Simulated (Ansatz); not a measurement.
## Pd, first-principles data

Pd:
```
CELL_PARAMETERS angstrom
      2.61402     0.00000     0.00000
      0.00000     2.61402     0.00000
      0.00000     0.00000     2.61402
ATOMIC_POSITIONS crystal
  Pd 0.00000 0.00000 0.00000
```

Space group Pm-3m (No. 221), simple cubic; conventional cell a = 2.614 Å, b = 2.614 Å, c = 2.614 Å, α = 90.00°, β = 90.00°, γ = 90.00°.

Method: DFT-PBE in the program Ansatz with PAW potentials. Structure relaxed to zero pressure with the same functional. Other levels are named where they apply.

### Cell and energy

- Volume per atom = 17.86 Å³
- Density = 9.89 g/cm³

### Electronic structure

* **Electronic character**: metallic (no gap)
* **Density of states at the Fermi level**: 1.7 states/eV per atom (mean over ±0.08 eV)
* **Gap with spin–orbit coupling**: none (metallic)

### Mechanics

Bulk modulus (Birch–Murnaghan fit): 121 GPa
Pressure derivative B′: 5.4

The cell is a constructed one: a structure type filled with these elements; neither database checked (COD, Materials Project) lists it. It is not the phase usual at ambient conditions (space group No. 225). The PBE relaxation kept the symmetry of its start; its stability against distortions is not shown here. No spin polarisation was allowed. Scalar-relativistic: spin–orbit coupling is off unless named, which matters more the heavier the elements.

Potentials: the earlier of the program's two PAW sets.
